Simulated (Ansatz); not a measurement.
Input file for Ansatz (a quantum-chemistry and plane-wave program):

Ansatz 0.2 input:
```yaml
crystal:
  lattice:
    - [4.0646393345, 0.0, 0.0]
    - [0.0, 4.0646393345, 0.0]
    - [0.0, 0.0, 4.0646393345]
  atoms:
    - { symbol: Ga, position: [0.0, 0.0, 0.0], spin: 0.0 }
    - { symbol: Ir, position: [0.0, 0.5, 0.5], spin: -0.13 }
    - { symbol: Ir, position: [0.5, 0.0, 0.5], spin: -0.13 }
    - { symbol: Ir, position: [0.5, 0.5, 0.0], spin: -0.13 }
    - { symbol: N, position: [0.5, 0.5, 0.5], spin: -0.05 }
kpoints:
  mp_grid: { grid: [10, 10, 10] }
hamiltonian:
  xc: r2scan
  pseudopotentials: { azcp: { folder: ./paw }, kind: paw }
magnetization: { spin_polarized: true }
scf:
  occupations: { method: gaussian, width: 0.05 }
checkpoint: { read: metal.run }
output: { write_density: true, elf: true, volumetric_format: npy }
basis: { fft_grid_basis: typed }
```

Output (shortened):

```
Pseudopotential: Ga, paw, valence charge 13
Pseudopotential: Ir, paw, valence charge 17
Pseudopotential: N, paw, valence charge 5
Functional definition: r2SCAN
Crystal: 5 atoms, lattice volume = 67.153 Å³
Basis set: ecut = 500 eV, 1743 PW (Γ), exchange–correlation on 120×120×120 points (64 copies of the dense FFT grid, shifted against one another)
Bands: 42, of which v1, the nominal top of the filled ones, is band 35 counted from 1 (34 counted from 0)
Symmetry: 48 space group operations
Space group: Pm-3m (ITA 221), of the structure as read, at distance tolerance 4.1e-5 Å
k-points: 56 of 1000
Stability of the state it starts from, as read at its close in the collinear treatment …
Starting moments: Σ|m| = 0.44 μB on 4 of 5 sites; this step starts from the density that it was given
iter 1 solved again at ethr=4.39e-8 eV; its pass at ethr=3.10e-3 eV (dr2=3.03e-5 eV) is discarded
SCF iter   1: F=—  HF=-40022.269589 eV  |F-HF|=—  |Δ(HF+E_count)|=         —  Δρ=1.95e-7 (↑1.95e-7 ↓1.68e-7)  dr2=7.54e-11  dr2_τ=3.50e-12  dr2_m=1.68e-12  M=-0.450 μB ∫|m|=0.461 μB  β_m=1.20  ethr=4.39e-8  ⟨swp⟩=3.8  Hψ=31419  notcnv=0
preconditioner: auto → Kerker (q_TF=auto, 2.741 Å⁻¹)
spin=Collinear: Kerker preconditioning applied to the charge; magnetization (m = ρ↑ − ρ↓) channel mixes plain (no charge-response kernel on spin).
SCF iter   2: F=-40022.269589 eV  HF=-40022.269589 eV  |F-HF|=1.46e-11  |Δ(HF+E_count)|=   1.33e-8  Δρ=6.34e-8 (↑6.24e-8 ↓6.34e-8)  dr2=3.05e-12  dr2_τ=3.63e-12  dr2_m=1.39e-12  M=-0.450 μB ∫|m|=0.461 μB  ethr=1.00e-12  ⟨swp⟩=6.2  Hψ=18497  notcnv=0
SCF 1 converged in 2 iterations: F = -40022.269589 eV  dr2 = 3.05e-12
Stability not checked (another_mixer)
SCF converged after 2 iterations
Magnetization: -0.4497 μB (34.2752 up, 34.7248 down)
Absolute magnetization: 0.4592 μB (∫|ρ↑−ρ↓|, with the PAW one-centre terms)
Spin contamination: 0.0025 ħ² per cell (⟨S²⟩ above its minimum at these occupations)
Per-site moments (μB) at R_I (Å): [(-0.005137138814844971, 1.1855802900572918), (-0.09850813370998796, 0.838331862740625), (-0.09850813370998776, 0.838331862740625), (-0.09850813370998787, 0.838331862740625), (-0.045524879921932986, 0.838331862740625)]
Free energy (F): -40022.269589 eV
Harris-Foulkes:  -40022.269589 eV  (|F-HF|=1.46e-11)
Internal energy: -40022.262538 eV  (E = F + TS)
E sigma→0 (E₀):  -40022.266063 eV
Entropy (-TS):   -0.007051 eV (-1.410 meV/atom)
Fermi energy:    20.310270 eV
--- Per-component energies (eV) ---
  E_band       = -438.378925
  E_kinetic    = 1873.986281
  E_local      = -5167.346239  (includes V_loc(G=0)·N_el)
  E_nonlocal   = 523.814462
  E_hartree    = 2293.841338
  E_xc         = -764.982640
  E_vxc        = -982.367035  (∫ρ·V_xc dr)
  E_paw        = -30018.822042  (= ΣΔE_a)
  E_vpaw       = -1334.611541  (= ΣTr[D̂ρ^β])
  E_aug_tail   = 0.000811  (compensation charges beyond the density's cutoff)
  E_vtau       = 60.461610  (kinetic-family band-sum trace: ∫τ·v_τ [+ j·A + Jᵃ·Aᵃ] dr)
  E_ewald      = -8761.120755
  E_core_change = -1.633753  (= ΣΔE_core)
  E_smearing   = -0.007051  (= −TS)
  E_closure    = 0.000000  (closes the sum)
  Σ components = -40022.269589   (vs F -40022.269589, Δ=0.00e0)
  [band-id]    e_kinetic+e_local+e_nonlocal+2·e_hartree+e_vxc+e_vpaw+e_augmentation_tail+e_vtau = -438.378976   (vs E_band -438.378925, Δ=-5.12e-5)
--- Band table (eV; the first three rows and the last of 112) ---
  k-point 0 ↑: bands = ["-74.3773", "-74.3419", "-74.3419", "-31.1472", "-31.1472", "-31.1472", "-30.3811", "-30.3811", "-30.3811", "-30.3703", "-30.3703", "-30.3703", "-0.2393", "4.1788", "4.1788", "4.1861", "4.1861", "4.1861", "9.6329", "14.0285", …
  k-point 1 ↑: bands = ["-74.3765", "-74.3426", "-74.3419", "-31.1455", "-31.1455", "-31.1446", "-30.3851", "-30.3818", "-30.3818", "-30.3714", "-30.3714", "-30.3706", "-0.1714", "4.1804", "4.1822", "4.1865", "4.1876", "4.1876", "9.7275", "13.5085", …
  k-point 2 ↑: bands = ["-74.3743", "-74.3448", "-74.3419", "-31.1409", "-31.1409", "-31.1376", "-30.3958", "-30.3845", "-30.3845", "-30.3736", "-30.3736", "-30.3714", "0.0146", "4.1846", "4.1876", "4.1909", "4.1914", "4.1914", "9.9891", "12.4828", "13.3752", …
  k-point 55 ↓: bands = ["-74.4410", "-74.4410", "-74.4410", "-31.5584", "-31.0664", "-31.0664", "-30.6445", "-30.6445", "-30.6445", "-30.3687", "-30.3687", "-30.3687", "2.3034", "4.1650", "4.1650", "4.1650", "4.2254", "4.2254", "9.1991", "9.1991", "9.1991", …
```

Cost: about 40 core-seconds (a rough figure) on shared cores.

The start of the workflow was typed in or built on a structure type; neither database checked (COD, Materials Project) lists it. Its standing as an ambient phase is unchecked. The cell was relaxed with r²SCAN under the symmetry of its start; its stability against distortions is not shown here. The final state is ferromagnetic, the only order run, not a proven ground state. The volume moved by 18 % from the start of the relaxation. Its formation energy is positive at this level, so the cell may be metastable or incomplete. Other orbital occupations within this spin state were not tried. No Hubbard U is applied. Point labels and valley counts follow the cell and symmetry of the run, lower than the named group. Spin–orbit coupling is left out wherever it is not named.

Potentials: the earlier of the program's two PAW sets. The files were generated under PBE; for other functionals the program regenerates the frozen cores, and for LDA and PBEsol the local potential too.

Ansatz is a plane-wave DFT program.
